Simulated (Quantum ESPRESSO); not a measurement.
pw.x input (Quantum ESPRESSO 7.5; PBE, PseudoDojo stringent norm-conserving files, scalar-relativistic):

```
&CONTROL
  calculation = 'scf'
  pseudo_dir = './pseudo'
  outdir = './out'
  tprnfor = .true.
  tstress = .true.
/
&SYSTEM
  ibrav = 0
  nat = 2
  ntyp = 2
  ecutwfc = 114.0
  ecutrho = 456.0
  occupations = 'smearing'
  smearing = 'fd'
  degauss = 0.002
  nbnd = 26
/
&ELECTRONS
  conv_thr = 2e-10
/
ATOMIC_SPECIES
Ga 69.7230 Ga.upf
Sb 121.7600 Sb.upf
CELL_PARAMETERS angstrom
  0.000000000000   3.056992883000   3.056992883000
  3.056992883000   0.000000000000   3.056992883000
  3.056992883000   3.056992883000   0.000000000000
ATOMIC_POSITIONS crystal
Ga   0.000000000000   0.000000000000   0.000000000000
Sb   0.250000000000   0.250000000000   0.250000000000
K_POINTS automatic
8 8 8 0 0 0
```

End of the output:

```
     total energy              =   -1002.59905852 Ry
     estimated scf accuracy    <       0.00000006 Ry
     total energy              =   -1002.59905854 Ry
     estimated scf accuracy    <          1.0E-08 Ry
     total energy              =   -1002.59905855 Ry
     estimated scf accuracy    <          4.5E-10 Ry
[...]
     the Fermi energy is     9.6578 ev
!    total energy              =   -1002.59905855 Ry
     estimated scf accuracy    <          4.7E-11 Ry
     smearing contrib. (-TS)   =      -0.00001511 Ry
     internal energy E=F+TS    =   -1002.59904344 Ry
     The total energy is F=E-TS. E is the sum of the following terms:
     one-electron contribution =    -840.91264089 Ry
     hartree contribution      =     411.33382616 Ry
     xc contribution           =    -121.04727970 Ry
     ewald contribution        =    -451.97294900 Ry
     convergence has been achieved in   9 iterations
     Forces acting on atoms (cartesian axes, Ry/au):
     atom    1 type  1   force =    -0.00000000   -0.00000000   -0.00000000
     atom    2 type  2   force =     0.00000000    0.00000000    0.00000000
     Total force =     0.000000     Total SCF correction =     0.000000
     Computing stress (Cartesian axis) and pressure
          total   stress  (Ry/bohr**3)                   (kbar)     P=       24.20
   0.00016450   0.00000000   0.00000000           24.20        0.00        0.00
   0.00000000   0.00016450  -0.00000000            0.00       24.20       -0.00
   0.00000000  -0.00000000   0.00016450            0.00       -0.00       24.20
```
In a gapped system the printed Fermi energy is only some level inside the gap.

Spin-orbit coupling is not included.

Geometry relaxed with PBEsol.
